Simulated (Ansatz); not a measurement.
Here is the system:

ZrO$_{2}$ (polar-ZrO2 type, space group Pca2_1)

```cif
data_O8Zr4
_chemical_formula_sum 'Zr4 O8'
_space_group_name_H-M_alt 'P 1'
_space_group_IT_number 1
_cell_length_a 5.32380
_cell_length_b 5.09807
_cell_length_c 5.12809
_cell_angle_alpha 90.000
_cell_angle_beta 90.000
_cell_angle_gamma 90.000
loop_
_space_group_symop_operation_xyz
  'x, y, z'
loop_
_atom_site_label
_atom_site_type_symbol
_atom_site_fract_x
_atom_site_fract_y
_atom_site_fract_z
_atom_site_occupancy
Zr1 Zr 0.03061 0.26578 0.24988 1
Zr2 Zr 0.96939 0.73422 0.74988 1
Zr3 Zr 0.53061 0.73422 0.24988 1
Zr4 Zr 0.46939 0.26578 0.74988 1
O1 O 0.36449 0.06507 0.10466 1
O2 O 0.63551 0.93493 0.60466 1
O3 O 0.86449 0.93493 0.10466 1
O4 O 0.13551 0.06507 0.60466 1
O5 O 0.22603 0.53462 0.00146 1
O6 O 0.77397 0.46538 0.50146 1
O7 O 0.72603 0.46538 0.00146 1
O8 O 0.27397 0.53462 0.50146 1
```

The volume is varied about the relaxed value V₀ at fixed cell shape. The atoms relax within the cell's symmetry.

The numbers are results of PBE (plane waves to 420 eV, PAW, scalar-relativistic; Ansatz, a program for electronic structure), not measurements. k mesh 5×5×5 (Γ-centred), Fermi-Dirac smearing 0.05 eV. Energies are smeared free energies. Compression counts positive. The relaxing atoms change the space group within the scan (Pbcn at V/V₀ = 1.083), so nothing is fitted. ZrO2 is run without spin polarisation. ZrO2 was relaxed with its symmetry unable to fall. The zero of ΔE is the relaxed starting cell.

The scan covers V/V₀ from 0.900 to 1.100 in 13 points.

Problem. What is ΔE at V/V₀ = 1.100?

Solution. 32.2 meV/atom.

Problem. What is ΔE at V/V₀ = 0.900?

Solution. 81.0 meV/atom.

Problem. What pressure does the cell carry at V/V₀ = 0.900?

Solution. 24.1 GPa.

(A scan under strain: stresses follow from slopes of the energy per volume, elastic moduli from its curvatures.)
